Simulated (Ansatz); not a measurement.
Total density of states per atom from DFT-r²SCAN in the program Ansatz with PAW potentials, in 0.25 eV bins, energy from the valence-band maximum:

(E (eV), states/eV/atom): (-7.85, 0.37); (-7.60, 0.41); (-7.35, 0.42); (-7.10, 0.49); (-6.85, 0.43); (-6.60, 0.62); (-6.35, 1.68); (-6.10, 2.69); (-5.85, 2.52); (-5.60, 0.94); (-5.35, 1.03); (-5.10, 0.77); (-4.85, 0.53); (-4.60, 0.43); (-4.35, 0.31); (-4.10, 0.33); (-3.85, 0.34); (-3.60, 0.36); (-3.35, 0.43); (-3.10, 0.48); (-2.85, 0.53); (-2.60, 0.53); (-2.35, 0.45); (-2.10, 0.51); (-1.85, 0.58); (-1.60, 0.46); (-1.35, 0.59); (-1.10, 0.63); (-0.85, 0.55); (-0.60, 0.57); (-0.35, 0.60); (-0.10, 0.25); (0.15, 0.00); (0.40, 0.00); (0.65, 0.00); (0.90, 0.00); (1.15, 0.00); (1.40, 0.01); (1.65, 0.03); (1.90, 0.04); (2.15, 0.05); (2.40, 0.07); (2.65, 0.08); (2.90, 0.10); (3.15, 0.11); (3.40, 0.14); (3.65, 0.17); (3.90, 0.22); (4.15, 0.25); (4.40, 0.33); (4.65, 0.40); (4.90, 0.36); (5.15, 0.32); (5.40, 0.41); (5.65, 0.39); (5.90, 0.31)

Q: Which compound is it?
A) Zr5Sn3Se, P6_3/mcm (Zr on 4d, Zr on 6g, Sn on 6g, Se on 2b)
B) ZnSnN2, R-3m (Zn on 3a, Sn on 3b, N on 6c)
C) YN, rock salt
D) GaN, P-6m2 (Ga on 1a, N on 1f)

A: B, ZnSnN2, R-3m (Zn on 3a, Sn on 3b, N on 6c). Top 1 eV of the valence band: N 2p 89 %. Bottom 1 eV of the conduction band: Zn 4s 35 %, Sn 5s 35 %, N 2p 15 %, N 2s 11 %. Projections are on Löwdin-orthogonalised atomic valence shells; empty p or d shells of many metals are not among them.

The start of the workflow was typed in or built on a structure type; neither database checked (COD, Materials Project) lists it. Its standing as an ambient phase is unchecked. The cell was relaxed with r²SCAN under the symmetry of its start; its stability against distortions is not shown here. Its formation energy is positive at this level, so the cell may be metastable or incomplete. Scalar-relativistic: spin–orbit coupling is off unless named, which matters more the heavier the elements.

Potentials: the earlier of the program's two PAW sets.
